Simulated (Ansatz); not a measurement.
**Property card for BN**

The calculation used DFT PBE, scalar-relativistic, plane waves, PAW in Ansatz 0.2.0.

Cutoff 420 eV; k points 12×12×4 on the computed 4-atom cell (Γ-centred); Gaussian smearing, width 0.02 eV; no spin polarisation.

The structure is relaxed at this level of theory with its symmetry kept, and needn't be the ground state of this composition.

Space group P6_3/mmc (No. 194), hexagonal, a = 2.512 Å, c = 8.344 Å. B has 3 N at 1.45 Å; around N lie 3 B at 1.45 Å.

| Item | Value |
| --- | --- |
| Volume per atom | 11.40 Å³ |
| Formation energy from the elements' standard states (uncorrected) | -1.252 eV/atom |
| Kohn–Sham band gap | 4.40 eV, indirect from (0.333, 0.333, 0.487) to Γ |
| Orbital (Löwdin) character of the top 1 eV of the valence band | N 2p 88 %, B 2p 11 % |
| Orbital (Löwdin) character of the lowest 1 eV of the conduction band | B 2p 79 %, N 2p 10 %, unprojected 8 % |
| Electron masses at the edge by direction of the standard setting (m_e; one valley, along these axes only; no spin-orbit coupling) | x: 0.89; y: 0.89; z: 0.38 |
| Hole masses at the edge by direction of the standard setting (m_e; one valley, along these axes only; no spin-orbit coupling) | x: 0.73, 0.56; y: 0.74, 0.56; z: over 30, over 30 |
| Electronic dielectric constant xx, yy, zz (independent particles) | 4.1, 4.1, 2.4 |
| Bader charge by site (e) | B (2 in the cell) 2.22, N (2 in the cell) -2.22 |

The cell holds layers, chains or molecules and no dispersion correction was added, so their binding is poorly described.

It was relaxed from a cell as deposited in COD. Kohn–Sham gaps at this level usually fall short of measured ones. Löwdin shares on free-atom orbitals overweight diffuse shells in the empty bands.
